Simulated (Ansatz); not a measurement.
**K₃LaTe₂O₉ — 41K NMR of the central transition**

Cell: a measured structure from the Crystallography Open Database (COD) whose atoms were relaxed with PBE, the cell held.

```
K La Te O
1.0
     6.05890    0.00000    0.00000
    -3.02945    5.24716    0.00000
     0.00000    0.00000   15.02400
K La Te O
6 2 4 18
Direct
  0.00000 0.00000 0.75000
  0.00000 0.00000 0.25000
  0.33333 0.66667 0.61304
  0.66667 0.33333 0.11304
  0.33333 0.66667 0.88696
  0.66667 0.33333 0.38696
  0.00000 0.00000 0.50000
  0.00000 0.00000 0.00000
  0.66667 0.33333 0.65552
  0.33333 0.66667 0.15552
  0.66667 0.33333 0.84448
  0.33333 0.66667 0.34448
  0.94774 0.47387 0.75000
  0.47387 0.94774 0.25000
  0.52613 0.47387 0.75000
  0.05226 0.52613 0.25000
  0.52613 0.05226 0.75000
  0.47387 0.52613 0.25000
  0.35644 0.17822 0.59303
  0.17822 0.35644 0.09303
  0.82178 0.17822 0.59303
  0.64356 0.82178 0.09303
  0.82178 0.64356 0.59303
  0.17822 0.82178 0.09303
  0.82178 0.64356 0.90697
  0.64356 0.82178 0.40697
  0.82178 0.17822 0.90697
  0.17822 0.35644 0.40697
  0.35644 0.17822 0.90697
  0.17822 0.82178 0.40697
```

Atom numbers follow the list; atoms alike are taken as one site, whose name carries the number of the first.

The numbers come from a DFT calculation in Ansatz (r2SCAN, plane waves and PAW, scalar-relativistic, 500 eV cutoff, Γ-centred 4×4×2 k-points, Fermi–Dirac smearing 0.02 eV).

41K has I = 3/2 and Q = 73.40 mb (Pyykkö 2018); at 35.2 T its Larmor frequency is ν₀ = 38.4 MHz. Only the quadrupole interaction is simulated: positions count from each site's isotropic chemical shift, and J coupling is left out, as are shift anisotropy and dipolar coupling, which fast spinning averages.

Q: What does the 41K spectrum (fast magic-angle spinning) show for each site?

A: 

```
site          first shell  C_Q (MHz)     η  P_Q (MHz)  δ_QIS (ppm)  breadth (kHz)
  K1  12 O at 3.01–3.04 Å      0.879  0.00      0.879        -13.1           1.08
  K3  12 O at 2.89–3.50 Å      0.939  0.00      0.939        -14.9           1.23
```

δ_QIS = −(ν_Q²/30ν₀²)[I(I+1) − 3/4](1 + η²/3) × 10⁶ ppm with ν_Q = 3|C_Q|/[2I(2I−1)]; it falls as 1/B₀² in ppm, and the breadth as 1/B₀ in kHz.

An axis of threefold or higher order runs through K1 and K3, so V_zz lies along it and η is zero.

The largest force is 0.7 eV/Å, so the atoms aren't at the calculated equilibrium and relaxing them would move these values.
